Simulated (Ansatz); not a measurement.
Two Ansatz runs on TiB2

Structure from Materials Project entry mp-1145 (possibly hypothetical), not relaxed further.

First run: DFT, PBEsol, PAW with Ansatz's default frozen-core files, scalar-relativistic (Ansatz 0.2.0).

Command: `ansatz run input.yaml --threads 1 --pin off --max-ram 4096MiB --backend cpu --events-out ev --progress --plain --runs-dir out` The run took 23 s on 1 thread of Arm Neoverse V1, on a shared host.

```yaml
crystal:
  lattice:
    - [3.0259273119, 0.0, 0.0]
    - [-1.5129636559, 2.6205299221, 0.0]
    - [0.0, 0.0, 3.22876771]
  atoms:
    - { symbol: Ti, position: [0.0, 0.0, 0.0] }
    - { symbol: B, position: [0.3333333333, 0.6666666667, 0.5] }
    - { symbol: B, position: [0.6666666667, 0.3333333333, 0.5] }
kpoints:
  mp_grid: { grid: [12, 12, 10] }
  band_path:
    path:
      - [0.0, 0.0, 0.0]
      - [0.5, 0.0, 0.0]
      - [0.3333333333, 0.3333333333, 0.0]
      - [0.0, 0.0, 0.0]
      - [0.0, 0.0, 0.5]
      - [0.5, 0.0, 0.5]
      - [0.3333333333, 0.3333333333, 0.5]
      - [0.0, 0.0, 0.5]
      - [0.5, 0.0, 0.5]
    npoints: 14
scf:
  occupations: { method: fermi_dirac, width: 0.03 }
hamiltonian:
  xc: pbesol
  pseudopotentials: { kind: paw }
output:
  forces: true
  stress: true
  eigenvalues: true
  efg: { contact_densities: true }
  populations: true
  bader: true
  dos: { projected: true, de: 0.2, e_range: [-14, 8] }
  write_density: true
  write_potential: true
  elf: true
  volumetric_format: npy
```

Result: converged; pressure -4.58 GPa; no gap on the k mesh; 6 SCF iterations.

The input is then changed:

```diff
@@ -9,5 +9,5 @@
     - { symbol: B, position: [0.6666666667, 0.3333333333, 0.5] }
 kpoints:
-  mp_grid: { grid: [12, 12, 10] }
+  mp_grid: { grid: [4, 4, 3] }
   band_path:
     path:
@@ -24,4 +24,5 @@
 scf:
   occupations: { method: fermi_dirac, width: 0.03 }
+  mixing: { preconditioner: kerker }
 hamiltonian:
   xc: pbesol
@@ -33,6 +34,4 @@
   efg: { contact_densities: true }
   populations: true
-  bader: true
-  dos: { projected: true, de: 0.2, e_range: [-14, 8] }
   write_density: true
   write_potential: true
```

Predict the outcome of the changed run.

It converged; energy at zero smearing +15.5 meV/atom from the first run; pressure -4.21 GPa; no gap on the k mesh; 6 SCF iterations. Some of these settings are too coarse for converged properties.
